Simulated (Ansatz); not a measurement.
**Notes on FeCO₃**

```
CELL_PARAMETERS angstrom
2.21288 1.27760 4.30381
-2.21288 1.27760 4.30381
0.00000 -2.55521 4.30381
ATOMIC_POSITIONS crystal
Fe 0.00000 0.00000 0.00000
Fe 0.50000 0.50000 0.50000
C 0.25000 0.25000 0.25000
C 0.75000 0.75000 0.75000
O 0.53850 0.96150 0.25000
O 0.25000 0.53850 0.96150
O 0.96150 0.25000 0.53850
O 0.46150 0.03850 0.75000
O 0.75000 0.46150 0.03850
O 0.03850 0.75000 0.46150
```

Level: r2SCAN, no spin polarisation; 500 eV; 7×7×7 Γ-centred mesh; fermi-dirac occupations (width 0.0727 eV); Ansatz 0.2.0, fixed geometry.

Q: Where is the largest force?

A: The largest is on O8 (and as large on other atoms): 0.12 eV/Å, components (0.12, 0.00, 0.00). It makes 0° with the line to a nearest neighbour, C4 at 1.28 Å, pointing towards it.

Q: Which element gives electrons and which takes them?

A: Bader charges in e: Fe +1.35, C +2.36, O -1.24. In the mean C gives up most and O takes most.

Q: Is it stable against the elements?

A: -1.15 eV an atom against the elements' usual phases (free molecules for gases, crystals otherwise, with no correction for O₂ or N₂), so it is bound against them; other compounds may still compete. Relaxing would lower it.

Q: Is there a gap, and of what kind?

A: The gap is 1.45 eV, indirect (the least direct gap found is 1.59 eV). A semilocal functional usually gives too small a gap.

Origin: a database entry at a rescaled volume. Caveats: no spin polarisation, so a magnetic state may lie lower; atoms or cell far from equilibrium.
